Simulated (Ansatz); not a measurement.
The elements of this relaxed trial crystal are hidden behind letters.

```
lattice vectors (Å)
   0.0000    4.1491    4.1491
   4.1491    0.0000    4.1491
   4.1491    4.1491    0.0000
fractional positions
X 0.0000 0.0000 0.0000
Z 0.7500 0.7500 0.7500
Z 0.2500 0.2500 0.2500
```

Computed with DFT PBE, scalar-relativistic, plane waves, PAW in Ansatz. The final run on the 3-atom cell used 420 eV, a Γ-centred 10×10×10 mesh, 0.10 eV smearing and no spin polarisation.

| Item | Value |
| --- | --- |
| Space group | Fm-3m (No. 225) |
| Conventional cell | a = 8.298 Å |
| Volume per atom | 47.62 Å³ |
| Density | 3.40 g/cm³ |
| Formation energy | −0.75 eV/atom |
| Gap on the 10×10×10 mesh of the 3-atom cell | 0 eV (a metal) |

Energies are uncorrected and count from the elements' standard states at the same level.

Question: X is an s-block element of period 4 and Z is a p-block element of period 5. Which elements are they?

Answer: X = K, Z = I, so the formula is KI2, here in the fluorite type. Density times volume gives a mean mass of 3.40 × 47.62/1.6605 = 97.5 u per atom, and this set has 97.6 u. K is surrounded by 8 I at 3.59 Å; around I lie 4 K at 3.59 Å and 6 I at 4.15 Å. Other sets within the hints have nearly the same mass, so mass alone doesn't settle it; this one was computed.

These runs have no spin–orbit coupling, which can matter for I. An odd number of electrons in the primitive cell allows no gap without spin; a larger cell or a magnetic state could open one. The cell is a metal run without spin; a magnetic state may lie lower. Symmetry constrained the relaxation, so the result can be a saddle point. Another cell of KI2 relaxed alike, in P4/mmm, lies 209 meV/atom lower, so this cell isn't the stable form at this level.
